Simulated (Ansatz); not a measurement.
LiBiSe2 in 4 trial structures

LiBiSe2 was placed in 4 structures, borrowed from other compounds or built from prototypes, and relaxed with PBEsol and then r2SCAN+rVV10 in Ansatz 0.2.0, symmetry kept. Energies are static, from a final single point; gaps are the least over its mesh and special points. All cells are spin-unpolarised, without nuclear motion, and some may be hypothetical.

```
                   start  ends in  volume (Å³/atom)  energy, r2SCAN+rVV10 (meV/atom)  gap, r2SCAN+rVV10 (eV)        shaken (PBEsol)
ordering on rocksalt (b)     Pmmn             24.10                               22                    0.93      returns (8 atoms)
ordering on rocksalt (c)     R-3m             24.76                               86                    0.10      returns (8 atoms)
ordering on rocksalt (d)   P4/nmm             25.12                               87                    0.93  undecided on its mesh
    ordering on rocksalt     R-3m             23.84                                0                    1.34      returns (8 atoms)
```
Energies count from the lowest cell; the last column tells what a randomly displaced small cell does when relaxed without symmetry, which tests only the distortions that fit it.

Of the symmetric cells the lowest is the one started from ordering on rocksalt, which ends in R-3m (No. 166), 22 meV an atom below the next (ordering on rocksalt (b)). Other structures, not tried here, could lie lower.

The cells in order of energy (the first three):
- ordering on rocksalt: R-3m, 23.84 Å³ an atom. Li has 6 Se at 2.82 Å; Bi has 6 Se at 2.94 Å; Se has 3 Li at 2.82 Å and 3 Bi at 2.94 Å.
- ordering on rocksalt (b): Pmmn, 24.10 Å³ an atom. Li has 6 Se at 2.81–2.91 Å; Se has 2 Bi at 2.82 Å and 4 Li at 2.84–2.91 Å; Bi has 6 Se at 2.82–3.06 Å; Se has 2 Li at 2.81 Å and 4 Bi at 2.91–3.06 Å.
- ordering on rocksalt (c): R-3m, 24.76 Å³ an atom. Li has 6 Se at 2.53–3.35 Å; Bi has 6 Se at 2.86–3.07 Å; Se has 6 Li at 2.53 Å; Se has 3 Bi at 2.86 Å and 3 Li at 3.35 Å; Se has 6 Bi at 3.07 Å.

The lowest symmetric cell:
```xyz
4
Lattice="2.0483 1.1826 6.5606 -2.0483 1.1826 6.5606 0.0000 -2.3651 6.5606" Properties=species:S:1:pos:R:3 pbc="T T T"
Li    2.0483    1.1826    6.5606
Bi    0.0000    0.0000    9.8408
Se    0.0000    0.0000    5.0221
Se    0.0000    0.0000   14.6595
```

Spin-orbit coupling is left out; in compounds of Pb, Bi, Tl or Hg it can lower a gap by up to about 1 eV, split its edges or invert the bands.
